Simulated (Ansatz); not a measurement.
LiGe₄N₃: rattling a relaxed structure

It was reached by relaxing an invented guess, and it needn't be the stable form of this composition.

These are results of Ansatz 0.2.0, DFT PBE, scalar-relativistic, plane waves, PAW, not measurements. Cutoff 420 eV; k points 6×10×4 on the computed 8-atom cell (Γ-centred); Gaussian smearing, width 0.10 eV; no spin polarisation.

The cell below (8 atoms, space group Pm (No. 6)) is relaxed within its symmetry.

```cif
data_structure
_symmetry_space_group_name_H-M 'P 1'
_symmetry_Int_Tables_number 1
_cell_length_a 5.0932
_cell_length_b 3.0890
_cell_length_c 7.6658
_cell_angle_alpha 90.000
_cell_angle_beta 103.156
_cell_angle_gamma 90.000
_cell_volume 117.44
loop_
_atom_site_label
_atom_site_type_symbol
_atom_site_fract_x
_atom_site_fract_y
_atom_site_fract_z
_atom_site_occupancy
Li1 Li 0.38138 0.00000 0.55222 1
Ge1 Ge 0.99276 0.00000 0.75375 1
Ge2 Ge 0.18491 0.50000 0.15945 1
Ge3 Ge 0.56771 0.50000 0.86934 1
Ge4 Ge 0.72270 0.00000 0.31469 1
N1 N 0.55484 0.50000 0.14155 1
N2 N 0.97316 0.50000 0.92625 1
N3 N 0.10613 0.00000 0.28275 1
```

For the test it was strained at random (σ = 1.5 % a component), the atoms were moved at random (σ = 0.05 Å), and all was relaxed again on a coarse 8×4×4 mesh (in the run’s order of axes) with 0.20 eV smearing, with no symmetry imposed.

Task: What happens?

Result: It returns, within 1 meV/atom of the unmoved cell on that mesh and with the same symmetry when read at 0.1 Å (P1 at 0.01 Å, so small strains and shifts remain). No instability shows in this cell; modes of other wave vectors, which need another repeat, aren't tested.
